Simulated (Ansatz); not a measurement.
**6 guesses for HfNbSe4 and where they end**

The calculation used Ansatz, DFT PBE, scalar-relativistic, plane waves, PAW. Settings: cutoff 420 eV, Γ-centred meshes spaced at most about 0.3 Å⁻¹, and about 0.25 Å⁻¹ or finer for metals (2π included), Gaussian smearing. Collinear spin in cells that started with moments and kept them past the coarse steps, no spin elsewhere.

Each guess was relaxed in cell and atoms at zero pressure, within the symmetry of its start. Temperature and zero-point effects are left out. Coordination counts Se atoms around Hf and Nb (those within 1.25 times the shortest such distance or 1.15 times the sum of covalent radii; a plus sign parts nearer from farther groups).

```tsv
guess	made from	start group	V start (Å³/atom)	end group	V end (Å³/atom)	coordination at the end	gap on mesh (eV)	largest moment (μB)	E over the lowest end (meV/atom)
1	CaSnF4 type	P4/mmm	23.3	P4/mmm	22.7	Hf 8, Nb 8	0	1.1	0
2	random cell	P6mm	26.4	P6mm	26.2	Hf 6, Nb 6	0	-	548
3	HoCo4Cu type	P-6m2	25.9	P-6m2	21.1	Hf 3+12, Nb 6+3	0	-	1116
4	CeLuAl4 type	F-43m	25.8	?	?	?	?	?	?
5	random cell	I4/mmm	26.1	I4/mmm	25.3	Hf 2, Nb 2	0	0.7	1390
6	SrCu4Ag type	Cmmm	25.3	Cmmm	22.6	Hf 4+4, Nb 6	0	1.5	732
```

Guess 4 as it starts:

```
Hf Nb Se
1.0
     0.00000    4.26432    4.26432
     4.26432    0.00000    4.26432
     4.26432    4.26432    0.00000
Hf Nb Se
1 1 4
Direct
  0.75000 0.75000 0.75000
  0.00000 0.00000 0.00000
  0.87407 0.37531 0.37531
  0.37531 0.37531 0.37531
  0.37531 0.87407 0.37531
  0.37531 0.37531 0.87407
```

Task: Fill in the missing row: what does this guess relax into, and where does it rank?

Result: It ends in space group F-43m (No. 216), with a = 7.837 Å, 20.1 Å³/atom and no gap, without spin. It lies 1.39 eV/atom over the lowest end, above guess 3 and within the noise of guess 5. Counting Se atoms around Hf and Nb, this end has Hf 12, Nb 12 and the lowest (guess 1) has Hf 8, Nb 8.

```xyz
6
Lattice="0.0000 3.9183 3.9183 3.9183 0.0000 3.9183 3.9183 3.9183 0.0000" Properties=species:S:1:pos:R:3 pbc="T T T"
Hf    5.8774    5.8774    5.8774
Nb    0.0000    0.0000    0.0000
Se    2.9371    2.9371    2.9371
Se    2.9371    4.8995    4.8995
Se    4.8995    4.8995    2.9371
Se    4.8995    2.9371    4.8995
```

Formation energies are uncorrected and refer to the elements' standard structures at the same level.

Task: Is the lowest end bound against the elements?

Result: Yes: its formation energy is −0.66 eV/atom. A negative formation energy is needed for stability but isn't enough: competing phases decide.

For metals, differences of a few meV/atom aren't resolved. Weakly bound directions are ill-defined at this level, which has no dispersion term (P6mm), and this can change margins and order among such cells. These runs have no spin–orbit coupling, which can matter for Hf. In P6mm, P-6m2, F-43m an odd number of electrons in the primitive cell allows no gap without spin; a larger cell or a magnetic state could open one. A magnetic state wasn't ruled out in cells without spin, among them P6mm, P-6m2, F-43m. The reference form of Se is held partly by dispersion forces, which this level lacks. The magnetic state reached may not be the lowest. Cells relaxed within their symmetry can be saddle points. A lower structure may well exist outside this small set. Some candidate types were left out of the draw beforehand, so a known form may be missing.
